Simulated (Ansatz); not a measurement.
Nb:
```yaml
crystal:
  lattice:
    - [4.88544, 0.00000, 0.00000]
    - [-2.44272, 4.23092, 0.00000]
    - [0.00000, 0.00000, 2.66577]
  atoms:
    - { symbol: Nb, position: [0.00000, 0.00000, 0.00000] }
    - { symbol: Nb, position: [0.66667, 0.33333, 0.50000] }
    - { symbol: Nb, position: [0.33333, 0.66667, 0.50000] }
```

Relaxed with r²SCAN. Special points in fractions of this cell's reciprocal vectors: Γ (0.000, 0.000, 0.000); M (0.500, 0.000, 0.000); K (0.333, 0.333, 0.000); A (0.000, 0.000, 0.500); L (0.500, 0.000, 0.500); H (0.333, 0.333, 0.500).

### Question
List the band energies nearest the Fermi level at these points for plane-wave PAW r²SCAN (Ansatz code).

### Answer
In eV from the Fermi level; about four levels below and three above (degenerate sets whole), none deeper than 8.9 eV; points with the same levels are listed once.

```json
[
 {"k": "Γ", "below": "-1.38 -1.38 -1.30 -1.30 -1.15", "above": "0.70 0.70 3.24 3.24"},
 {"k": "M", "below": "-1.98 -1.63 -1.11 -1.05", "above": "1.37 2.27 3.24"},
 {"k": "K", "below": "-1.69 -0.39 -0.19 -0.19", "above": "2.92 2.96 2.96"},
 {"k": "A", "below": "-1.97 -0.87 -0.08 -0.08", "above": "1.30 1.30 3.87 3.87"},
 {"k": "L", "below": "-2.54 -1.26 -1.00 -0.61", "above": "0.94 0.97 1.77"},
 {"k": "H", "below": "-2.58 -2.58 -2.11 -2.11 -1.27", "above": "0.18 0.18 0.96 0.96"}
]
```

Space group P6/mmm. The start of the workflow was typed in or built on a structure type; neither database checked (COD, Materials Project) lists it. It is not the phase usual at ambient conditions (space group No. 229). The cell was relaxed with r²SCAN under the symmetry of its start; whether a distortion lowers the energy is not shown. No spin polarisation was allowed. Spin–orbit coupling is left out wherever it is not named.

Potentials: the earlier of the program's two PAW sets.
